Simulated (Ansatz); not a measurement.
ZnGa2Se4 in space group I-4 (No. 82; Zn on 2b, Ga on 2d, Ga on 2a, Se on 8g), r²SCAN (plane waves, PAW; program Ansatz), all energies at zero smearing, with the estimated change up to a 700 eV cutoff added, with one set of potentials and settings (totals compare only within such a set). Cell of 7 atoms (1 Zn, 2 Ga, 4 Se): -32824.123 eV.

```csv
element,reference phase,E (eV/atom)
Zn,"P6_3/mmc, 2 atoms in the cell",-3325.6729
Ga,"Cmce, 4 atoms in the cell",-3790.2689
Se,"P3_121, 3 atoms in the cell",-5478.1269
```

Formation energy per atom, worked out: (-32824.123 − 1×(-3325.6729) − 2×(-3790.2689) − 4×(-5478.1269))/7 = -0.772 eV/atom (-74 kJ per mol of atoms), at 0 K, without zero-point energy or fitted corrections.

The first step of the workflow began from a Materials Project structure, measured or hypothetical; the Crystallography Open Database copy checked does not list it. Its standing as an ambient phase is unchecked. The r²SCAN relaxation kept the symmetry of its start; whether a distortion lowers the energy is not shown. The references are the lowest solids computed at this level, not always the standard phases.

Potentials: the later of the program's two PAW sets.
